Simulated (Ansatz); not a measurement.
La$_{2}$WN$_{4}$:
```yaml
crystal:
  lattice:
    - [-1.99804, 1.99804, 6.37585]
    - [1.99804, -1.99804, 6.37585]
    - [1.99804, 1.99804, -6.37585]
  atoms:
    - { symbol: W, position: [0.00000, 0.00000, 0.00000] }
    - { symbol: La, position: [0.35483, 0.35483, 0.00000] }
    - { symbol: La, position: [0.64517, 0.64517, 0.00000] }
    - { symbol: N, position: [0.50000, 0.00000, 0.50000] }
    - { symbol: N, position: [0.00000, 0.50000, 0.50000] }
    - { symbol: N, position: [0.16303, 0.16303, 0.00000] }
    - { symbol: N, position: [0.83697, 0.83697, 0.00000] }
```

This is the PBE-relaxed structure.

All from PBE (plane waves, PAW; program Ansatz), unless another level is named. Predict the electronic character.

metallic (no gap).

What about the formation energy from the elements (no fitted shifts)?

-1.10 eV/atom.

What about the density of states at the Fermi level?

0.15 states/eV per atom (mean over ±0.08 eV).

Space group I4/mmm. The start of the workflow was typed in or built on a structure type; neither database checked (COD, Materials Project) lists it. Its standing as an ambient phase is unchecked. Symmetry was held in the PBE relaxation; its stability against distortions is not shown here. The workflow began spin-polarised and lost its moments. The cell computed holds one magnetic atom, so no antiferromagnetic order was within reach. The references are the lowest solids computed at this level, not always the standard phases (solids in place of the gases). Scalar-relativistic: spin–orbit coupling is off unless named, which matters more the heavier the elements.

Potentials: the earlier of the program's two PAW sets.
